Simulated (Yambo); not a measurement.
Yambo run on AlN (zinc blende, space group F-43m, No. 216). The wavefunctions are PBEsol (Quantum ESPRESSO, PseudoDojo norm-conserving, 84 Ry, no spin-orbit coupling) ones on a 6×6×6 mesh (4 occupied bands); a = 3.0948 Å, b = 3.0948 Å, c = 3.0948 Å, α = 60.00°, β = 60.00°, γ = 60.00°.

Yambo input:

```
rim_cut
HF_and_locXC
RandQpts= 1000000
RandGvec= 1 Ry
EXXRLvcs= 84 Ry
VXCRLvcs= 336 Ry
% QPkrange
 1 | 1 | 4 | 5 |
 13 | 13 | 4 | 5 |
%
```

k points by index: 1 = Γ, 13 = X.

The o-*.hf file then holds:

```
#    K-point    Band    Eo [eV]    Ehf [eV]    Vxc [eV]    Vnlxc [eV]
#
    1    4    0.000000    -4.059199    -16.76387    -20.82307
    1    5    4.065877    8.519272    -12.62530    -8.171901
    13    4    -1.791255    -6.480444    -15.28725    -19.97644
    13    5    3.185395    7.488518    -9.410579    -5.107455
```
Exchange alone, without screening.

Geometry relaxed with PBEsol.

This is not the ordinary phase of the substance; no match was found in the copy of COD used, and its stability was not checked.
